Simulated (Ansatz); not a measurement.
## Computed properties of CaO

CaO (CsCl type, Pm-3m), a = b = c = 2.9032 Å, α = β = γ = 90.00°.

Space group Pm-3m (No. 221), CsCl type; conventional cell a = b = c = 2.9032 Å, α = β = γ = 90.00°.

Method: plane-wave PAW r²SCAN (Ansatz code). Geometry: relaxed at this level of theory. Other levels are named where they apply.

Cell and energy:

Volume per atom: 12.23 Å³
Density: 3.81 g/cm³
Formation energy from the elements (no fitted shifts): -2.72 eV/atom

Electronic structure:

* **Band gap**: 3.27 eV (indirect)
* **Valence-band maximum**: at M
* **Conduction-band minimum**: at Γ
* **Smallest direct gap on the standard path**: 3.58 eV
* **Electron effective mass, band 1 of 2 at the edge**: 2.1 along [100], 0.95 along [110], 0.61 along [111] (mₑ)
* **Electron effective mass, band 2 of 2 at the edge**: 0.36 along [100], 0.45 along [110], 0.61 along [111] (mₑ)
* **Hole effective mass**: 0.33, 1.9, 1.9 mₑ (principal values)
* **HSE06 gap on the r²SCAN cell**: 4.48 eV

Mechanics:

Bulk modulus (Birch–Murnaghan fit): 122 GPa
Pressure derivative B′: 4.3
Elastic constants (relaxed ions, GPa): C11 = 392, C12 = -12.9, C44 = -5.3
Mechanical stability: unstable (C has a negative eigenvalue)

Charges:

* **Bader charges**: Ca +1.51, O -1.51 e

This is a known high-pressure phase of the composition, computed here at zero pressure and temperature. Symmetry was held in the r²SCAN relaxation. The references are the lowest solids computed at this level, not always the standard phases (solids in place of the gases).

Potentials: the earlier of the program's two PAW sets. The files were generated under PBE; for other functionals the program regenerates the frozen cores, and for LDA and PBEsol the local potential too.
